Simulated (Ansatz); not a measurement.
CoGe3: anisotropy from total energies

Method: DFT PBE, spin-orbit coupling, plane waves, PAW in Ansatz 0.2.0.

```yaml
crystal:
  lattice:
    - [3.99222, 0.00000, 0.00000]
    - [0.00000, 3.99222, 0.00000]
    - [0.00000, 0.00000, 3.99222]
  atoms:
    - { symbol: Ge, position: [0.00000, 0.50000, 0.50000] }
    - { symbol: Ge, position: [0.50000, 0.00000, 0.50000] }
    - { symbol: Ge, position: [0.50000, 0.50000, 0.00000] }
    - { symbol: Co, position: [0.00000, 0.00000, 0.00000] }
```

* plane-wave cutoff: 420 eV
* Γ-centred k-mesh: 10×10×10
* occupation rule: Gaussian smearing, 0.1 eV
* list of starting moments (μB, in atom order): 0 0 0 2
* check for lower electronic states after the SCF: on

The moments start along each conventional axis in turn. Free energies count from the first axis and are rough on this mesh. The states are those that the runs reached from these starts; a lower one can exist.

```tsv
axis	Cartesian direction	ΔF (meV/cell)	site spin moments along the axis, as the non-collinear run integrates them (μB)
c	0.000 0.000 1.000	0.000	Co +0.96
a+b+c	0.577 0.577 0.577	0.000	Co +0.96
```

Cost: 2 runs of about 19 core-minutes in all, on Arm Neoverse V1 (shared hosts).